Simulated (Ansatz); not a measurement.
An elastic tensor (GPa, Voigt order, standard axes) from the program Ansatz at the PBEsol level (PAW):

```
51.8  -8.2  -8.2   0.0   0.0   0.0
-8.2  51.8  -8.2   0.0   0.0   0.0
-8.2  -8.2  51.8   0.0   0.0   0.0
 0.0   0.0   0.0  -9.4   0.0   0.0
 0.0   0.0   0.0   0.0  -9.4   0.0
 0.0   0.0   0.0   0.0   0.0  -9.4
```

Q: Which of these materials gives this?
A. CaO, zinc blende
B. Bi, simple cubic
C. Ca, simple cubic
D. Ir, simple cubic

A: C, Ca, simple cubic

Space group Pm-3m (simple cubic). This is a known high-pressure phase of the composition, computed here at zero pressure and temperature. Symmetry was held in the PBEsol relaxation. At this level the phase is mechanically unstable. As this level gives no gap, shear constants depend on the k-mesh and smearing (Fermi–Dirac, 0.1 eV here).

Potentials: the earlier of the program's two PAW sets. The files were generated under PBE; for other functionals the program regenerates the frozen cores, and for LDA and PBEsol the local potential too.
